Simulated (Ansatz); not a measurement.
## Deforming InPt3

```xyz
4
Lattice="3.9880 0.0000 0.0000 0.0000 3.9880 0.0000 0.0000 0.0000 3.9880" Properties=species:S:1:pos:R:3 pbc="T T T"
In    0.0000    0.0000    0.0000
Pt    1.9940    1.9940    0.0000
Pt    0.0000    1.9940    1.9940
Pt    1.9940    0.0000    1.9940
```

Atom numbers follow the list: In1, Pt2, Pt3, Pt4.

Conventional cell: a = 3.988 Å, b = 3.988 Å, c = 3.988 Å, α = 90.00°, β = 90.00°, γ = 90.00°. Around In (atom 1) lie 12 Pt at 2.82 Å. Pt (atom 2) has 4 In at 2.82 Å and 8 Pt at 2.82 Å as nearest neighbours.

The cell is COD entry 9009698, as deposited and not checked against the literature; nothing was relaxed.

Spin polarisation is left out, and whether a magnetic state lies lower isn't shown here.

No spin–orbit coupling, which matters for the heavy atoms here.

Computed with DFT, PBEsol, all-electron PAW with datasets made for the crystal, scalar-relativistic (Ansatz 0.2.0).

Settings: a Γ-centred 10×10×10 k mesh, Fermi–Dirac smearing of 0.05 eV, cutoff 260 eV (chosen by the program for this cell), no spin polarisation.

The unchanged cell is at 0.85 GPa.

In a metal, stresses and small energies carry noise from the k mesh.

x, y and z are the Cartesian axes of the cell as listed; fractional coordinates follow a strain, and an engineering shear is twice the off-diagonal strain component.

With equal xy, yz and zx engineering shear strains of -2 %: energy change +6 meV/atom; stress change (xx, yy, zz, yz, xz, xy) 0.32, 0.32, 0.32, 1.89, 1.89, 1.89 GPa, compression positive.

With equal xy, yz and zx engineering shear strains of -1 %: energy change +1 meV/atom; stress change (xx, yy, zz, yz, xz, xy) 0.08, 0.08, 0.08, 0.96, 0.96, 0.96 GPa, compression positive.

(1) With this change (equal xy, yz and zx engineering shear strains of +1 %), what becomes of the energy and stress?

With equal xy, yz and zx engineering shear strains of +2 %: energy change +6 meV/atom; stress change (xx, yy, zz, yz, xz, xy) 0.33, 0.33, 0.33, -2.01, -2.01, -2.01 GPa, compression positive.

Answers

(1) Energy change +1 meV/atom; stress change (xx, yy, zz, yz, xz, xy) 0.08, 0.08, 0.08, -0.99, -0.99, -0.99 GPa, compression positive.
